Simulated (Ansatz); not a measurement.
AlN:
```yaml
crystal:
  lattice:
    - [5.28566, 0.00000, 0.00000]
    - [0.00000, 5.28566, 0.00000]
    - [0.00000, 0.00000, 3.09979]
  atoms:
    - { symbol: Al, position: [0.32321, 0.67679, 0.00000] }
    - { symbol: Al, position: [0.67679, 0.32321, 0.00000] }
    - { symbol: Al, position: [0.82321, 0.82321, 0.50000] }
    - { symbol: Al, position: [0.17679, 0.17679, 0.50000] }
    - { symbol: N, position: [0.31514, 0.31514, 0.00000] }
    - { symbol: N, position: [0.68486, 0.68486, 0.00000] }
    - { symbol: N, position: [0.18486, 0.81514, 0.50000] }
    - { symbol: N, position: [0.81514, 0.18486, 0.50000] }
```

Relaxed with DFT-r²SCAN in the program Ansatz with PAW potentials. Indices refer to the conventional cell of P4_2/mnm, a = 5.2857 Å, b = 5.2857 Å, c = 3.0998 Å, α = 90.00°, β = 90.00°, γ = 90.00°.

Task: Simulate the powder diffraction pattern (Cu Kα, λ = 1.54184 Å; lines above 1 %) up to 2θ = 90°.

Result: Simulated powder pattern, Cu Kα, λ = 1.54184 Å (kinematic, ideal powder, no thermal factors, no anomalous dispersion; the 30 strongest lines at most, above 1 %, up to 2θ = 90°):

| 2θ (°) | d (Å) | I/Imax (%) | hkl |
|---|---|---|---|
| 23.81 | 3.738 | 23 | (110) |
| 33.51 | 2.674 | 95 | (101) |
| 33.92 | 2.643 | 100 | (200) |
| 37.70 | 2.386 | 25 | (111) |
| 38.07 | 2.364 | 24 | (210) |
| 48.43 | 1.880 | 24 | (211) |
| 48.73 | 1.869 | 13 | (220) |
| 54.93 | 1.671 | 19 | (310) |
| 57.59 | 1.600 | 8.1 | (221) |
| 59.66 | 1.550 | 20 | (002) |
| 60.44 | 1.532 | 72 | (301) |
| 65.16 | 1.432 | 2.1 | (112) |
| 70.43 | 1.337 | 18 | (202) |
| 71.14 | 1.325 | 33 | (321) |
| 71.38 | 1.321 | 1.0 | (400) |
| 72.99 | 1.296 | 9.9 | (212) |
| 73.93 | 1.282 | 6.2 | (410) |
| 76.46 | 1.246 | 16 | (330) |
| 80.51 | 1.193 | 4.7 | (222) |
| 85.43 | 1.136 | 9.3 | (312) |
| 88.55 | 1.104 | 7.2 | (421) |

The start of the workflow was typed in or built on a structure type; neither database checked (COD, Materials Project) lists it. It is not the phase usual at ambient conditions (space group No. 186, 216). The r²SCAN relaxation kept the symmetry of its start; its stability against distortions is not shown here.

Potentials: the later of the program's two PAW sets.
